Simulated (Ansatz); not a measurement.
Relaxed-ion elastic tensor of NbC (rock salt, Fm-3m) in GPa (Voigt order), LDA (plane waves, PAW; program Ansatz); density 8.03 g/cm³, 10.84 Å³ per atom.

```
745  128  128  0.0  0.0  0.0
128  745  128  0.0  0.0  0.0
128  128  745  0.0  0.0  0.0
0.0  0.0  0.0  181  0.0  0.0
0.0  0.0  0.0  0.0  181  0.0
0.0  0.0  0.0  0.0  0.0  181
```

**Question.** Is the crystal mechanically stable?

**Answer.** Yes: the smallest eigenvalue of C is 181 GPa.

**Question.** Work out the Voigt, Reuss and Hill averages.

**Answer.** K_V = 333, K_R = 333, K_H = 333; G_V = 232, G_R = 217, G_H = 224 GPa.

**Question.** Give Young's modulus, Poisson's ratio, Pugh's ratio and the universal anisotropy index.

**Answer.** E = 9KG/(3K + G) = 550 GPa; ν = 0.23; K/G = 1.49 (brittle by the Pugh limit of 1.75); A_U = 5G_V/G_R + K_V/K_R − 6 = 0.35.

**Question.** Estimate the sound speeds and the Debye temperature.

**Answer.** v_l = √((K + 4G/3)/ρ) = 8870 m/s, v_t = √(G/ρ) = 5280 m/s, mean 5850 m/s; Θ = (h/k)(3n/4πV)^(1/3) v_m = 787 K.

**Question.** Give the Zener ratio and Young's modulus along [100], [110] and [111].

**Answer.** A = 2C44/(C11 − C12) = 0.59; 1/E = S11 − 2(S11 − S12 − S44/2)Γ with Γ = 0, 1/4, 1/3 gives 708, 503, 459 GPa.

**Question.** Solve the Christoffel equation for the three sound speeds along [100], [110], [111].

**Answer.** Eigenvalues of C_ijkl n_j n_l equal ρv². In km/s, slowest first: [100] 4.74, 4.74, 9.63; [110] 4.74, 6.20, 8.76; [111] 5.75, 5.75, 8.46.

The cell was relaxed with LDA under the symmetry of its start; of distortions, only those at the zone centre were tested. The run is not spin-polarised. As this level gives no gap, shear constants depend on the k-mesh and smearing (Fermi–Dirac, 0.1 eV here).

Potentials: the later of the program's two PAW sets.
